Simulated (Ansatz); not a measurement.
Input:

ZrTa:
```xyz
2
Lattice="2.8489 0.0000 0.0000 0.0000 2.8489 0.0000 0.0000 0.0000 4.8572" Properties=species:S:1:pos:R:3 pbc="T T T"
Ta     0.0000     0.0000     0.0000
Zr     1.4245     1.4245     2.4286
```

This is the PBEsol-relaxed structure.

Question: All from PBEsol in the plane-wave PAW code Ansatz, unless another level is named. Predict the formation energy from the elements (no fitted shifts).

Answer: 0.21 eV/atom.

Question: Predict the density of states at the Fermi level.

Answer: 1.5 states/eV per atom (mean over ±0.08 eV).

Space group P4/mmm (L1₀ or tetragonal B2). The start of the workflow was typed in or built on a structure type; neither database checked (COD, Materials Project) lists it. Its standing as an ambient phase is unchecked. The PBEsol relaxation kept the symmetry of its start. At this level the phase is mechanically unstable. The run is not spin-polarised. Its formation energy is positive at this level, so the cell may be metastable or incomplete. The references are the lowest solids computed at this level, not always the standard phases. Spin–orbit coupling is left out wherever it is not named.

Potentials: the earlier of the program's two PAW sets. The files were generated under PBE; for other functionals the program regenerates the frozen cores, and for LDA and PBEsol the local potential too.
